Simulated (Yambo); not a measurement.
A G0W0@PBEsol run in Yambo for GaAl₃N₄ (space group P-43m, No. 215) (4×4×4 Γ-centred k mesh, 161 bands and a 8 Ry block in the screening, 161 bands in G with the Bruneval-Gonze terminator, plasmon pole fitted at 27.2 eV) gives these matrix elements, in eV, at the band edges (Γ → Γ):

```
state               E0    <Vxc>     <Σx>  <Σc(E0)>      Z
---------------  -----  -------  -------  --------  -----
valence edge     0.000  -16.923  -20.685     2.935  0.795
conduction edge  3.333  -10.180   -5.826    -3.665  0.838
```

Solve the linearised quasiparticle equation for both states, give the gap, and say how exchange and correlation each act on it.

E = E0 + Z(Σx + Σc − Vxc). Valence: 0.000 + 0.795 × (-20.685 + (2.935) − (-16.923)) = -0.66 eV. Conduction: 3.333 + 0.838 × (-5.826 + (-3.665) − (-10.180)) = 3.91 eV. The gap is 4.57 eV, against 3.33 eV in PBEsol. Replacing Vxc by bare exchange alone would open it by 8.12 eV; correlation takes back 6.60 eV of that, and Z scales what is left. Nearest settings tried, and what they do to the gap: 104 bands in G: +5 meV; 62 bands in W, 62 bands in G: +82 meV; 3 Ry block (81 vectors against 257): -288 meV; 2×2×2 mesh: -127 meV. So the settings aren't converged at that level. Spin-orbit splittings are left out.

The standard potential for Ga keeps a d shell in the valence without the s and p states of that shell. In tests on such compounds this moved G0W0 gaps by up to about 0.9 eV, so absolute quasiparticle energies here are unreliable; differences between settings are what counts.

Geometry of the Materials Project entry, not relaxed at this level; primitive cell a = b = c = 4.4014 Å, α = β = γ = 90.00°.

The structure is a Materials Project entry; no match was found in the copy of COD used, and its stability was not checked.
